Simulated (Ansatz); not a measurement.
Zone-centre phonons of YSe at 10 GPa: input and output

Level of theory: Ansatz, DFT LDA, scalar-relativistic, plane waves, PAW.

Launched with:
```bash
ansatz run input.yaml --threads 1 --pin off --max-ram 3072MiB --backend cpu --events-out ev --progress --plain --runs-dir out
```

Input (bare energies are in eV):
```yaml
crystal:
  lattice:
    - [0.0, 2.7399142476, 2.7399142476]
    - [2.7399142476, 0.0, 2.7399142476]
    - [2.7399142476, 2.7399142476, 0.0]
  atoms:
    - { symbol: "Y", position: [0.0, 0.0, 0.0] }
    - { symbol: Se, position: [0.5, 0.5, 0.5] }
basis:
  ecutwfc: 420
kpoints:
  mp_grid: { grid: [14, 14, 14] }
hamiltonian:
  xc: lda
scf:
  occupations: { method: fermi_dirac, width: 0.15 }
output:
  eigenvalues: true
phonons:
  method: dfpt
  eigenvectors: true
```

Results section of the output:
```
--- Phonons (Γ-DFPT): 2 representative perturbations + reference, on 244 of 2744 k-points (Σ response iterations 6) ---
  k mesh reduced under 8 symmetry operations, with k and −k counted as one. Each operation leaves every solved perturbation unchanged. A smaller set is not used because it would not reduce the number of displacements ...
  ASR residual: 4.926e-4 → 0.000e0 eV/Å²; symmetrization residual: 6.704e-6 eV/Å²
  ASR residual per site (eV/Å²): 4.93e-4 6.99e-5
  Γ frequencies (cm⁻¹): 0.00 0.00 0.00 255.71 255.71 255.71
  non-analytic LO–TO correction: not included (Born effective charges unavailable; polar crystals: no LO–TO splitting at Γ)
```

The run took 91 s on 1 thread of Arm Neoverse N1, on a shared host, peak memory 0.79 GiB.

In a metal, frequencies and elastic constants depend on the k mesh and the smearing, soft modes and shear constants most. Spin polarisation was left out, and a magnetic state may lie lower. Other phases may be more stable at this pressure.